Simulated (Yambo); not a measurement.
G0W0@PBEsol for FeP2 (space group Pnnm, No. 58) in Yambo. Reference settings: 2×2×4 Γ-centred k mesh, bands 9 to 150 and a 8 Ry block in the screening, 150 bands in G with the Bruneval-Gonze terminator, plasmon pole fitted at 27.2 eV. The PBEsol gap Γ → (0, 0, 0.25) on this mesh is 0.36 eV; G0W0 gaps are taken between the same points.

Gap (Γ → (0, 0, 0.25)) in eV against the number of bands and the screening block, terminator on:

| bands (W and G) | 2 Ry | 3 Ry | 5 Ry | 6 Ry | 8 Ry |
|---|---|---|---|---|---|
| 44 | 1.062 | 0.904 | 0.558 | 0.511 | 0.494 |
| 63 | 1.029 | 0.866 | 0.510 | 0.462 | 0.448 |
| 88 | 1.020 | 0.851 | 0.488 | 0.439 | 0.426 |
| 119 | 1.018 | 0.845 | 0.477 | 0.428 | 0.413 |
| 150 | 1.020 | 0.844 | 0.473 | 0.424 | 0.406 |

Rough cost of the Yambo step against the reference (shared machines):

```csv
bands (W and G),2 Ry,3 Ry,5 Ry,6 Ry,8 Ry
44,1/5,1/5,1/4,1/4,1/4
63,1/3,1/3,1/3,1/3,1/3
88,1/2,1/2,1/2,1/2,~1
119,~1,~1,~1,~1,~1
150,~1,~1,~1,~1,1
```

At the largest block the last step in bands moves the gap by -0.007 eV; at the most bands the last step in the block moves it by -0.018 eV.

Geometry of the Materials Project entry, not relaxed at this level; primitive cell a = 4.918 Å, b = 5.627 Å, c = 2.715 Å, α = 90.00°, β = 90.00°, γ = 90.00°.

The structure is a Materials Project entry; no match was found in the copy of COD used, and its stability was not checked.

The runs are not spin-polarised; magnetic order was not tried.
